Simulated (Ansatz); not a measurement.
Relaxed-ion elastic tensor of Ag (fcc (Cu type), Fm-3m) in GPa (Voigt order), PBE+D3(BJ) in the plane-wave PAW code Ansatz; density 10.61 g/cm³, 16.89 Å³ per atom.

```
 135  99.4  99.4   0.0   0.0   0.0
99.4   135  99.4   0.0   0.0   0.0
99.4  99.4   135   0.0   0.0   0.0
 0.0   0.0   0.0  51.3   0.0   0.0
 0.0   0.0   0.0   0.0  51.3   0.0
 0.0   0.0   0.0   0.0   0.0  51.3
```

Q: Is the crystal mechanically stable?

A: Yes: the smallest eigenvalue of C is 35.7 GPa.

Q: Work out the Voigt, Reuss and Hill averages.

A: K_V = 111, K_R = 111, K_H = 111; G_V = 37.9, G_R = 29.3, G_H = 33.6 GPa.

Q: Give Young's modulus, Poisson's ratio, Pugh's ratio and the universal anisotropy index.

A: E = 9KG/(3K + G) = 91.7 GPa; ν = 0.36; K/G = 3.31 (ductile by the Pugh limit of 1.75); A_U = 5G_V/G_R + K_V/K_R − 6 = 1.47.

Q: Estimate the sound speeds and the Debye temperature.

A: v_l = √((K + 4G/3)/ρ) = 3840 m/s, v_t = √(G/ρ) = 1780 m/s, mean 2010 m/s; Θ = (h/k)(3n/4πV)^(1/3) v_m = 233 K.

Q: Give the Zener ratio and Young's modulus along [100], [110] and [111].

A: A = 2C44/(C11 − C12) = 2.88; 1/E = S11 − 2(S11 − S12 − S44/2)Γ with Γ = 0, 1/4, 1/3 gives 50.8, 94.9, 134 GPa.

The PBE+D3(BJ) relaxation kept the symmetry of its start. No spin polarisation was allowed. The pairwise dispersion correction was not fitted to metals. As this level gives no gap, shear constants depend on the k-mesh and smearing (Fermi–Dirac, 0.1 eV here).

Potentials: the later of the program's two PAW sets.
